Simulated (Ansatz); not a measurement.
Na, A15: geometry optimisation

Theory: DFT, PBEsol, plane waves (420 eV) with PAW, scalar-relativistic (Ansatz). The PAW files were generated under PBE, with cores re-solved for the functional.

k-point mesh 4×4×4, Fermi-Dirac smearing 0.1 eV, no spin polarisation. Cell and atoms relax.

Starting structure:

```yaml
crystal:
  lattice:
    - [6.7067694446, 0.0, 0.0]
    - [0.0, 6.7067694446, 0.0]
    - [0.0, 0.0, 6.7067694446]
  atoms:
    - { symbol: Na, position: [0.0, 0.0, 0.0] }
    - { symbol: Na, position: [0.5, 0.5, 0.5] }
    - { symbol: Na, position: [0.25, 0.0, 0.5] }
    - { symbol: Na, position: [0.75, 0.0, 0.5] }
    - { symbol: Na, position: [0.5, 0.25, 0.0] }
    - { symbol: Na, position: [0.5, 0.75, 0.0] }
    - { symbol: Na, position: [0.0, 0.5, 0.25] }
    - { symbol: Na, position: [0.0, 0.5, 0.75] }
hamiltonian:
  xc: pbesol
  pseudopotentials:
    kind: paw
    azcp:
      Na: "pseudopotentials/Na.paw.azcp"
basis:
  ecutwfc: 420
  fft_grid_basis: typed
kpoints:
  mp_grid: { grid: [4, 4, 4], shift: [0, 0, 0] }
magnetization:
  spin_polarized: false
scf:
  occupations: { method: fermi_dirac, width: 0.1 }
relax:
  max_steps: 60
  f_tol: 0.01
  cell: {}
```

**Question.** What cell does the relaxation end in?

**Answer.** Pm-3n with a = 6.637 Å; 36.54 Å³ per atom against 37.71 at the start (-3.1 %).

**Question.** How much energy does the relaxation gain?

**Answer.** 0.8 meV per atom.
